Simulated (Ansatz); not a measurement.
# Cs2CaAs2: input and output

input.yaml (Ansatz 0.2.0)

```yaml
crystal:
  lattice:
    - [0.0, 0.0, 6.920813]
    - [7.294575, -3.848601, 3.460407]
    - [7.294575, 3.848601, -3.460407]
  atoms:
    - { symbol: Cs, position: [0.34, 0.0129, 0.6929] }
    - { symbol: Cs, position: [0.66, 0.9871, 0.3071] }
    - { symbol: Cs, position: [0.16, 0.6929, 0.0129] }
    - { symbol: Cs, position: [0.84, 0.3071, 0.9871] }
    - { symbol: Ca, position: [0.25, 0.5, 0.5] }
    - { symbol: Ca, position: [0.75, 0.5, 0.5] }
    - { symbol: As, position: [0.3252, 0.773, 0.4234] }
    - { symbol: As, position: [0.6748, 0.227, 0.5766] }
    - { symbol: As, position: [0.1748, 0.4234, 0.773] }
    - { symbol: As, position: [0.8252, 0.5766, 0.227] }
  symmetry: { tolerance: 0.0003 }
kpoints:
  mp_grid: { grid: [6, 6, 6], shift: [0, 0, 0] }
  band_path:
    path:
      - [0.0, 0.0, 0.0]
      - [0.0, -0.5, -0.5]
      - [0.0, -0.31958983, -0.68041017]
      - [0.0, 0.31958983, -0.31958983]
      - [0.0, 0.0, 0.0]
      - [-0.61251858, -0.30625929, 0.30625929]
      - [-0.38748142, -0.69374071, -0.30625929]
      - [0.0, -0.5, -0.5]
      - [0.0, 0.0, 0.0]
      - [-0.5, 0.0, 0.0]
      - [-0.5, -0.25, -0.25]
    npoints: 6
magnetization:
  spin_polarized: false
scf:
  occupations: { method: fermi_dirac }
  lower_state_search: "off"
  max_iter: 200
hamiltonian:
  pseudopotentials: { kind: paw }
  xc: lda
basis:
  ecutwfc: 420
  fft_grid_basis: typed
output:
  forces: true
  stress: true
  eigenvalues: true
  bader: true
  populations: true
  elf: true
  write_potential: true
  volumetric_format: npy
  dos:
    e_range: [-12, 8]
    de: 0.05
    projected: { site_lists: { As: [As], Ca: [Ca], Cs: [Cs] } }
checkpoint:
  read: saved_state
```

The saved state is an earlier solution for the same cell, perhaps on another mesh. 

Parts of the output:

```
SCF iter   1: F=—  Δρ=3.61e-4  dr2=6.03e-4
SCF iter   2: F=—  Δρ=1.49e-4  dr2=1.10e-4
SCF iter   3: F=—  Δρ=5.68e-5  dr2=3.35e-5
SCF iter   4: F=—  Δρ=2.80e-5  dr2=8.20e-6
SCF iter   5: F=—  Δρ=8.94e-6  dr2=9.19e-7
SCF iter   6: F=-44661.9424 eV  Δρ=2.39e-6  dr2=5.81e-8
Free energy (F): -44661.9424 eV
Harris-Foulkes:  -44661.9424 eV  (|F-HF|=4.41e-8)
Internal energy: -44661.3329 eV  (E = F + TS)
E sigma→0 (E₀):  -44661.6377 eV
Entropy (-TS):   -0.6096 eV (-60.957 meV/atom)
Fermi energy:    4.9291 eV
--- Stress (GPa, compression-positive) ---
        1.9572       0.0000       0.0000
        0.0000       1.6578       0.0000
        0.0000       0.0000       5.0784
  P = ⅓ Tr σ = 2.8978 GPa (28.978 kbar)
--- Löwdin populations: 10 sites ---
  site symbol       q [e]
     0     Cs      8.2972
     1     Cs      8.2972
     2     Cs      8.2972
     3     Cs      8.2972
     4     Ca      8.4249
     5     Ca      8.4249
     6     As     16.1930
     7     As     16.1930
     8     As     16.1930
     9     As     16.1930
  spilling = 0.0103 (of n_electrons = 116.0000)
```

Origin: a known structure type with other elements, at an estimated volume, so it need not be a known compound. Caveats: many states at the Fermi level without spin polarisation, so a magnetic state may lie lower; atoms or cell far from equilibrium.
